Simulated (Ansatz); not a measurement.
### Question
Sc (hcp (Mg type), P6_3/mmc) is relaxed with the program Ansatz at the PBEsol level (PAW). What lattice parameters of the conventional cell result?

### Answer
a = 3.277 Å, c = 5.082 Å.

The PBEsol relaxation kept the symmetry of its start. No spin polarisation was allowed. Axis ratios of metals converge slowly with the k-mesh, so a and c are less sure than the volume.

Potentials: the later of the program's two PAW sets.
